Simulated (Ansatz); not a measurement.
Relaxed La (dhcp type, space group P6_3/mmc):

```
CELL_PARAMETERS angstrom
      3.77035     0.00000     0.00000
     -1.88518     3.26522     0.00000
      0.00000     0.00000    12.08105
ATOMIC_POSITIONS crystal
  La 0.00000 0.00000 0.00000
  La 0.00000 0.00000 0.50000
  La 0.33333 0.66667 0.25000
  La 0.66667 0.33333 0.75000
```

Level of theory: PBE (plane waves to 420 eV, PAW, scalar-relativistic; Ansatz, a program for electronic structure). k mesh 11×11×3 (Γ-centred), Fermi-Dirac smearing 0.05 eV. With partly filled bands, energies and forces of such displacements shift with the k mesh and the smearing. La is run without spin polarisation. La was relaxed with its symmetry unable to fall. The PAW data are Ansatz's earlier set.

One atom of the cell was then moved (with its periodic images), all else fixed, and the forces (eV/Å) came out as:

```json
[
 {"atom": "La1", "Fx": "-0.025", "Fy": "0.014", "Fz": "-0.246"},
 {"atom": "La2", "Fx": "-0.015", "Fy": "0.009", "Fz": "-0.115"},
 {"atom": "La3", "Fx": "0.064", "Fy": "-0.037", "Fz": "0.482"},
 {"atom": "La4", "Fx": "-0.024", "Fy": "0.014", "Fz": "-0.121"}
]
```

Question: Which atom was moved, and by which vector (Å)?

Answer: La3, by (-0.15, 0.09, -0.24), 0.30 Å in all.

(A displaced cell: forces are minus the slopes of the energy, force constants its curvatures, and phonons follow from these.)
